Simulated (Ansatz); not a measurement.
An Ansatz (a first-principles code) input:

Ansatz 0.2 input:
```yaml
crystal:
  lattice:
    - [3.1831209687, 0.0, 0.0]
    - [-1.5915604843, 2.7566636222, 0.0]
    - [0.0, 0.0, 5.1836941988]
  atoms:
    - { symbol: Ga, position: [0.6666666667, 0.3333333333, 0.0009874186] }
    - { symbol: Ga, position: [0.3333333333, 0.6666666667, 0.5009874186] }
    - { symbol: N, position: [0.6666666667, 0.3333333333, 0.6242125814] }
    - { symbol: N, position: [0.3333333333, 0.6666666667, 0.1242125814] }
kpoints:
  mp_grid: { grid: [8, 8, 5] }
  band_path:
    path:
      - [[0.0, 0.0, 0.0], [0.5, 0.0, 0.0], [0.3333333333, 0.3333333333, 0.0], [0.0, 0.0, 0.0], [0.0, 0.0, 0.5], [0.5, 0.0, 0.5], [0.3333333333, 0.3333333333, 0.5], [0.0, 0.0, 0.5]]  # Γ-M-K-Γ-A-L-H-A
      - [[0.5, 0.0, 0.5], [0.5, 0.0, 0.0]]  # L-M
      - [[0.3333333333, 0.3333333333, 0.5], [0.3333333333, 0.3333333333, 0.0]]  # H-K
      - [VBM, CBM]
    npoints: 8
hamiltonian:
  xc: r2scan
  pseudopotentials: { kind: paw }
magnetization: { noncollinear: true, spin_orbit: true }
scf:
  n_extra_bands: 12
  convergence: { dr2_threshold: 0.0000000001 }
  occupations: { method: gaussian, width: 0.01 }
checkpoint: { write: soc.run }
output: { eigenvalues: true }
```

### Question
How many symmetry operations and irreducible k-points will the run report?

### Answer
12 operations, 30 of 320 k-points.

### Question
With a cutoff of 500 eV, how many plane waves at Γ?

### Answer
1129.

It took roughly 80 core-seconds on shared server cores.

Space group P6_3mc (wurtzite). The cell was relaxed with r²SCAN under the symmetry of its start; phonons on a q-mesh show no instability.

Potentials: the later of the program's two PAW sets.

Ansatz is a plane-wave DFT program.
